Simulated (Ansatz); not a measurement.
VHClO, a known structure type with other elements, at an estimated volume

```yaml
crystal:
  lattice:
    - [1.70086, 2.94597, 0.00000]
    - [-1.70086, 2.94597, 0.00000]
    - [0.00000, 0.00000, 9.54525]
  atoms:
    - { symbol: V, position: [0.33330, 0.33340, 0.00000] }
    - { symbol: V, position: [0.66660, 0.66670, 0.50000] }
    - { symbol: Cl, position: [0.33330, 0.33340, 0.33700] }
    - { symbol: Cl, position: [0.66660, 0.66670, 0.83700] }
    - { symbol: O, position: [0.00000, 0.00000, 0.10000] }
    - { symbol: O, position: [0.00000, 0.00000, 0.60000] }
    - { symbol: H, position: [0.00000, 0.00000, 0.00000] }
    - { symbol: H, position: [0.00000, 0.00000, 0.50000] }
```

Level: r2SCAN, with U_eff = 4.49 eV on V d (all-electron-ortho-atomic projectors), collinear spin; 500 eV; 8×8×3 Γ-centred mesh; fermi-dirac occupations (width 0.1 eV); Ansatz 0.2.0, fixed geometry.

Magnetic state (reached from a saved solution, and it need not be the lowest): V1 up, V2 up.

- Stress: The pressure is 13.8 GPa (compression positive), so with the atoms held at these fractions the cell would first expand; the forces are large, so a full relaxation may end otherwise. The principal stresses 6.1, 17.7, 17.7 GPa differ, so its shape would change too.
- Charges: Bader charges in e: V +1.51, H +0.43, Cl -0.72, O -1.23. In the mean V gives up most and O takes most.
- Moments: V1 +2.75, V2 +2.75 μB of spin moment in Bader basins; net size 6.00 μB a cell.
- Band edges: Within 0.7 eV of the edges, the states project mainly on V d (73 %) and O p (14 %) below the gap and on V d (74 %) above it.
- Electronic structure: The gap is 5.06 eV, indirect or between spins (the least direct gap found is 5.33 eV). A semilocal functional usually gives too small a gap.

Origin: a known structure type with other elements, at an estimated volume, so it need not be a known compound. Caveats: atoms or cell far from equilibrium.
